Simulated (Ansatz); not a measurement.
LuB2Ru3: pressure against volume

A database entry relaxed whole under r2SCAN (P6/mmm):

```
Lu B Ru
1.0
     5.44284    0.00000    0.00000
    -2.72142    4.71363    0.00000
     0.00000    0.00000    3.00938
Lu B Ru
1 2 3
Direct
  0.00000 0.00000 0.00000
  0.33333 0.66667 0.00000
  0.66667 0.33333 0.00000
  0.50000 0.00000 0.50000
  0.50000 0.50000 0.50000
  0.00000 0.50000 0.50000
```

The cell was scaled uniformly, its shape held, and the atoms relaxed at each volume with plane-wave PAW DFT (Ansatz 0.2.0; r2SCAN, 500 eV, 7×7×11 Γ-centred mesh, fermi-dirac occupations of width 0.100 eV; no spin, no spin-orbit coupling). One row is withheld.

| volume (Å³/atom) | energy over the lowest (meV/atom) | pressure (GPa) |
| --- | --- | --- |
| 12.096 | 37.8 | 17.05 |
| 12.353 | 15.9 | 10.73 |
| 12.611 | ? | ? |
| 12.868 | 0.0 | -0.05 |
| 13.125 | 4.2 | -4.63 |
| 13.383 | 15.3 | -8.74 |
| 13.640 | 32.7 | -12.44 |

Task: Fit the pressures of the other rows to the third-order Birch-Murnaghan form.

Result: With f = [(V₀/V)^(2/3) − 1]/2 and P = 3B₀f(1 + 2f)^(5/2)[1 + 3(B₀′ − 4)f/2], least squares gives V₀ = 12.87 Å³ an atom, B₀ = 242 GPa and B₀′ = 4.4; the rows miss the fit by less than 0.01 GPa. The slope of the energies differs from these pressures by 0.21 GPa, since they are taken to zero smearing while pressures follow the free energy.

Task: What does the withheld row hold?

Result: The fit gives 5.05 GPa at 12.611 Å³; the run gave 5.05 GPa and 3.6 meV an atom.

Caveats: the shape of the cell was held, so B₀ is an upper bound where the axes differ in stiffness; 0 K, fixed nuclei; the symmetry was kept, and this need not be the phase that is stable at 0 K; one mesh for all volumes; pressure is positive in compression.
